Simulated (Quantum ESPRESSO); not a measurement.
Mg3S2ClF, a curve over one atom's position

A calculation, not a measurement. The program is pw.x of Quantum ESPRESSO 7.5 (plane-wave density functional theory). The cell is made up: 7 atoms on a wurtzite lattice with one site empty, with randomly drawn elements, strain and displacements, not relaxed. PseudoDojo standard norm-conserving files (v0.5 for PBE, v0.4.1 for LDA and PBEsol) set the functional; there is no spin polarisation, spin-orbit coupling or dispersion term, and the masses in the input are unused placeholders.

Seven runs move atom 3 (Mg, counted in the order of the input) along z and keep all else fixed.

Input of the run at -0.0010:

```
&control calculation='scf', pseudo_dir='./dojo.nc.sr.pbe.v0_5.standard.upf', outdir='./o', disk_io='medium', tprnfor=.true., tstress=.true. /
&system ibrav=0, nat=7, ntyp=4, nbnd=34, ecutwfc=84.00895049, nosym=.true., tot_charge=0,
 occupations='smearing', smearing='fd', degauss=0.0018374661
/
&electrons conv_thr=7.350e-09, electron_maxstep=60, /
ATOMIC_SPECIES
Cl 1.0 Cl.upf
F 1.0 F.upf
Mg 1.0 Mg.upf
S 1.0 S.upf
CELL_PARAMETERS angstrom
3.7588 -0.0145 0.0279
-0.0252 6.3394 -0.0318
0.0456 -0.03 5.9794
ATOMIC_POSITIONS angstrom
Mg -0.0715 -0.1071 -0.0326
Mg 1.8323 3.1652 0.0552
Mg 1.8911 1.1222 3.0153
S 0.0492 0.0085 2.1291
Cl 1.8493 3.1393 2.0779
F 2.0085 1.0761 5.2102
S -0.1093 4.1979 5.1346
K_POINTS automatic
5 4 4 1 1 1
```

| shift of atom 3 along z (Å) | free energy less that of the input shown (eV) | Fx on atom 3 (eV/Å) | Fy on atom 3 (eV/Å) | Fz on atom 3 (eV/Å) | pressure (GPa) | next band up at Gamma (eV) | iterations |
| --- | --- | --- | --- | --- | --- | --- | --- |
| -0.0714 | 0.0443 | 0.415 | -0.962 | 0.801 | 10.04 | 2.332 | 10 |
| -0.0273 | 0.0135 | 0.388 | -0.904 | 0.585 | 9.75 | 2.243 | 10 |
| -0.0111 | 0.0047 | 0.379 | -0.884 | 0.493 | 9.65 | 2.205 | 10 |
| -0.0010 | 0.0000 | 0.374 | -0.871 | 0.435 | 9.59 | 2.181 | 10 |
| +0.0065 | -0.0031 | 0.370 | -0.862 | 0.393 | 9.54 | 2.164 | 10 |
| +0.0257 | -0.0096 | 0.359 | -0.840 | 0.284 | 9.44 | 2.117 | 10 |
| +0.0745 | -0.0161 | 0.331 | -0.786 | -0.036 | 9.18 | 1.997 | 10 |

A cubic fit gives dFz/dz = -5.69 eV/Å² at zero shift. Across the table the free energy follows the integral of the force to within 0.1 meV. A rerun of one of the cells at 1437 eV and a 7 x 6 x 6 mesh moved values by no more than 0.002 eV in energy, 0.04 GPa in stress and 0.007 eV/Å in force. The band column is the level of band 29 at Gamma less that of band 28, whose number is half the electron count, rounded up; it comes from a band step after each run.